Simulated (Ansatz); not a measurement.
**ZnNi$_{3}$N (Pm-3m): electronic heat capacity and spin susceptibility from the density of states**

All numbers below come from Ansatz 0.2.0, DFT r2SCAN, scalar-relativistic, plane waves, PAW.

Cutoff 500 eV; k points 10×10×10 on the computed 5-atom cell (Γ-centred); Gaussian smearing, width 0.10 eV; no spin polarisation.

Relaxed cell: Pm-3m, a = 3.724 Å, b = 3.724 Å, c = 3.724 Å, α = 90.00°, β = 90.00°, γ = 90.00°, 5 atoms in the primitive cell. Whether it is the stable form of this composition wasn't checked.

The density of states at the Fermi level is 2.386 states/eV in the cell of 5 atoms (1 formula unit; both spins, tetrahedra on a 15×15×15 mesh).

Problem. What Sommerfeld coefficient and Pauli susceptibility does this give?

Solution. Per formula unit N(E_F) = 2.386 states/eV. γ = (π²/3) k_B² N(E_F) N_A = 2.357 mJ/(mol K²) per state/eV, so γ = 5.6 mJ/(mol K²), a mole of formula units. χ_P = μ_B² N(E_F) N_A = 3.23×10⁻⁵ emu/mol per state/eV gives 7.7×10⁻⁵ emu/mol. This is the bare band result: a measured γ of the same phase is as a rule larger by a factor 1 + λ from phonons and spin fluctuations, the spin part of χ is larger by the Stoner factor, and a measured χ also holds orbital and core terms. N(E_F) at one energy is sensitive to the mesh where the density of states has sharp peaks.

A ferromagnetic start lost its moments in a first run, so spin was left out; other magnetic orders weren't tried.